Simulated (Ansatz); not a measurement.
## Competing spin states in MnBiS2Cl

```yaml
crystal:
  lattice:
    - [9.50200, 0.00000, 0.00000]
    - [0.00000, 3.88020, 0.00000]
    - [0.00000, 0.00000, 12.30500]
  atoms:
    - { symbol: Mn, position: [0.00690, 0.75000, 0.73700] }
    - { symbol: Mn, position: [0.49310, 0.25000, 0.23700] }
    - { symbol: Mn, position: [0.50690, 0.75000, 0.76300] }
    - { symbol: Mn, position: [0.99310, 0.25000, 0.26300] }
    - { symbol: Bi, position: [0.69760, 0.25000, 0.53270] }
    - { symbol: Bi, position: [0.80240, 0.75000, 0.03270] }
    - { symbol: Bi, position: [0.19760, 0.25000, 0.96730] }
    - { symbol: Bi, position: [0.30240, 0.75000, 0.46730] }
    - { symbol: S, position: [0.45030, 0.25000, 0.61780] }
    - { symbol: S, position: [0.04970, 0.75000, 0.11780] }
    - { symbol: S, position: [0.95030, 0.25000, 0.88220] }
    - { symbol: S, position: [0.54970, 0.75000, 0.38220] }
    - { symbol: S, position: [0.75160, 0.75000, 0.67750] }
    - { symbol: S, position: [0.74840, 0.25000, 0.17750] }
    - { symbol: S, position: [0.25160, 0.75000, 0.82250] }
    - { symbol: S, position: [0.24840, 0.25000, 0.32250] }
    - { symbol: Cl, position: [0.06700, 0.25000, 0.61090] }
    - { symbol: Cl, position: [0.43300, 0.75000, 0.11090] }
    - { symbol: Cl, position: [0.56700, 0.25000, 0.88910] }
    - { symbol: Cl, position: [0.93300, 0.75000, 0.38910] }
```

All energies were calculated with Ansatz 0.2.0 (r2SCAN; 500 eV; 3×7×2 Γ-centred mesh; fermi-dirac occupations of width 0.050 eV). The atoms are fixed and numbered as listed; spin is collinear, without spin-orbit coupling.

Different starts of the self-consistent cycle ended in different solutions. Their moments in μB:

```
state   Mn1    Mn2    Mn3    Mn4  other atoms together  size of the net moment a cell
    A  4.39  -4.39   4.39  -4.39                  0.00                           0.00
    B  4.38  -4.38  -4.38   4.38                  0.00                           0.00
    C  4.40   4.40   4.40   4.40                  0.76                          20.00
    D  4.39   4.38   4.40  -4.37                  0.38                          10.00
    E  0.00   0.00   0.00   0.00                  0.00                           0.00
    F  4.38   4.38  -4.38  -4.38                  0.00                           0.00
```

Site moments are taken in small spheres that don't touch (radius about 0.4 of the atom's shortest bond), so those of the magnetic atoms read low, and they needn't add up to the net moment. State E was run without spin polarisation.

Question: Rank the states by energy at zero smearing.

Answer: State F (antiparallel, compensated) comes first by a margin too small to trust; B (antiparallel, compensated) is level with it, D (antiparallel, not compensated) lies 1.7 meV above it, A (antiparallel, compensated) lies 2.4 meV above it, C (parallel moments) lies 4.4 meV above it, E (without moments) lies 714 meV above it, all counted an atom of the cell. The two lowest differ by only 0.7 meV for each atom with a column above, which mesh or functional could overturn.

Question: Which states have a gap on the mesh, and what pressure does each exert on this cell?

Answer: A: gap 1.75 eV, 0.3 GPa; B: gap 2.02 eV, 0.2 GPa; C: gap 1.57 eV, 0.4 GPa; D: gap 1.73 eV, 0.3 GPa; E: no gap, -6.8 GPa; F: gap 2.17 eV, 0.2 GPa (positive in compression). Moments take up room: without them the pressure is lower, so that state wants a smaller cell.

Question: What do states C and F say about the exchange?

Answer: Between C and F the moments keep their size (4.40 against 4.38 μB in the mean), so the difference mostly measures the exchange between the flipped sites: the antiparallel order gains 22 meV for each Mn atom. The nearest flipped pair stands 4.76 Å apart. Flipped pairs are linked through S; the widest Mn–S–Mn angle among the nearer links is 139°, at 4.76 Å between the metal atoms.

Question: What does magnetism gain here?

Answer: 714 meV an atom of the cell, or 3572 meV for each Mn atom, against state E, which has none. A run without spin would miss this and give wrong energies and forces. That state isn't the paramagnet, which keeps its moments, so this is no ordering energy.

Of 5 runs begun from atoms with typed moments, each in a different pattern, 1 ended in state F: one start isn't enough to call a state the ground state.

The cell is that of a Crystallography Open Database entry, unchanged.

Caveats: only orders that fit this cell and collinear spins were tried, so the true order may need a larger cell or canted moments; atoms and cell are not relaxed, and each state would relax in its own way; semilocal functionals without U often misplace the states of 3d oxides, halides and chalcogenides; the k mesh is coarse, so differences of a few meV are uncertain where a state is a metal; one start a pattern, so a lower state of the same pattern may exist; the nearest magnetic pairs stand parallel in every state found, so their coupling isn't measured.
